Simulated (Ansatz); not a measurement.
Given:

Li2O (anti-fluorite)

```xyz
3
Lattice="0.0000 2.2864 2.2864 2.2864 0.0000 2.2864 2.2864 2.2864 0.0000" Properties=species:S:1:pos:R:3 pbc="T T T"
O      0.0000     0.0000     0.0000
Li     1.1432     1.1432     1.1432
Li     3.4296     3.4296     3.4296
```

Equation-of-state scan: isotropic scaling of the cell above, V₀ being its volume. Symmetry pins the atoms to their sites.

These are r2SCAN (plane waves to 500 eV, PAW, scalar-relativistic; Ansatz, a first-principles code) values and carry that method's errors. k mesh 12×12×12 (Γ-centred), Fermi-Dirac smearing 0.05 eV. Energies are smeared free energies. Stress and pressure are positive under compression. Li2O was relaxed with its symmetry unable to fall. The zero of ΔE is the relaxed starting cell.

The scan covers V/V₀ from 0.840 to 1.160 in 9 points.

Question: What is the fitted pressure derivative B₀′?

Answer: 3.9.

Question: What bulk modulus B₀ follows from a third-order Birch-Murnaghan fit?

Answer: 87.1 GPa.

(Under strain, the slope of the energy per volume gives the stress and its curvature an elastic modulus.)
